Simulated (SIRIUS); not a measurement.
Consider a self-consistent single point of SiC (P6_3mc, 12 atoms in the cell; from Materials Project mp-7631, changed as shown).

```yaml
crystal:
  lattice:
    - [3.01509, 0.00000, 0.00000]
    - [-1.50754, 2.61114, 0.00000]
    - [0.00000, 0.00000, 14.79612]
  atoms:
    - { symbol: Si, position: [0.33333, 0.66667, 0.83299] }
    - { symbol: Si, position: [0.66667, 0.33333, 0.33299] }
    - { symbol: Si, position: [0.66667, 0.33333, 0.66650] }
    - { symbol: Si, position: [0.33333, 0.66667, 0.16650] }
    - { symbol: Si, position: [0.00000, 0.00000, 0.49973] }
    - { symbol: Si, position: [0.00000, 0.00000, 0.99973] }
    - { symbol: C, position: [0.00000, 0.00000, 0.87437] }
    - { symbol: C, position: [0.00000, 0.00000, 0.37437] }
    - { symbol: C, position: [0.33333, 0.66667, 0.70800] }
    - { symbol: C, position: [0.66667, 0.33333, 0.20800] }
    - { symbol: C, position: [0.66667, 0.33333, 0.54152] }
    - { symbol: C, position: [0.33333, 0.66667, 0.04152] }
```

Method: LDA (PW92), GBRV LDA ultrasoft pseudopotentials (plane waves; SIRIUS).

SIRIUS settings:

```
setting                                                               value
--------------------------------------  -----------------------------------
parameters.ngridk                                                     6 6 2
parameters.xc_functionals                           [XC_LDA_X, XC_LDA_C_PW]
parameters.gk_cutoff                                           6.325 1/bohr
parameters.pw_cutoff                                          14.143 1/bohr
parameters.smearing                                                gaussian
parameters.smearing_width                                         0.0001 Ha
potentials                              GBRV LDA ultrasoft pseudopotentials
parameters.electronic_structure_method                      pseudopotential
parameters.num_bands                                                     29
parameters.num_mag_dims                                                   0
parameters.num_dft_iter                                                 100
parameters.energy_tol                                              1e-07 Ha
parameters.density_tol                                                1e-06
mixer.type                                                         anderson
mixer.beta                                                              0.7
mixer.use_hartree                                                     false
```

Results:

- Number of valence electrons = 48
- Number of bands = 29
- Number of k-points after the program's reduction = 14
- Number of plane waves (most at a k-point) = 3374
- Number of SCF iterations = 29
- FFT grid = 30 × 30 × 128
- Free energy E − TS = -1730.4033 eV
- Gap on the k-point mesh = 1.97 eV
- Pressure = 10.32 GPa
- Largest force (vector length) = 0.011 eV/Å

Forces (eV/Å):
| atom | Fx | Fy | Fz |
|---|---|---|---|
| Si1 | 0.000 | 0.000 | 0.008 |
| Si2 | 0.000 | 0.000 | 0.008 |
| Si3 | 0.000 | 0.000 | 0.008 |
| Si4 | 0.000 | 0.000 | 0.008 |
| Si5 | 0.000 | 0.000 | -0.011 |
| Si6 | 0.000 | 0.000 | -0.011 |
| C7 | 0.000 | 0.000 | 0.004 |
| C8 | 0.000 | 0.000 | 0.004 |
| C9 | 0.000 | 0.000 | -0.003 |
| C10 | 0.000 | 0.000 | -0.003 |
| C11 | 0.000 | 0.000 | -0.006 |
| C12 | 0.000 | 0.000 | -0.006 |

Stress (GPa, positive for compression):
```
10.44   0.00   0.00
 0.00  10.44   0.00
 0.00   0.00  10.09
```

The gap is read on the k-point mesh of the run and can differ from the gap over the whole zone at this level.

For comparison: a first run was changed to give this one (lattice scaled by 0.98), and from it to this one the free energy rises by 10.8 meV/atom, the pressure goes from -4.26 to 10.32 GPa, the largest force hardly changes (0.008 to 0.011 eV/Å) and the gap on the mesh goes from 1.983 to 1.971 eV.

The structure comes from a collection of computed structures, made at another level of theory; the collection holds predicted forms beside known ones.

Cost on one core: very roughly 50 core-seconds.
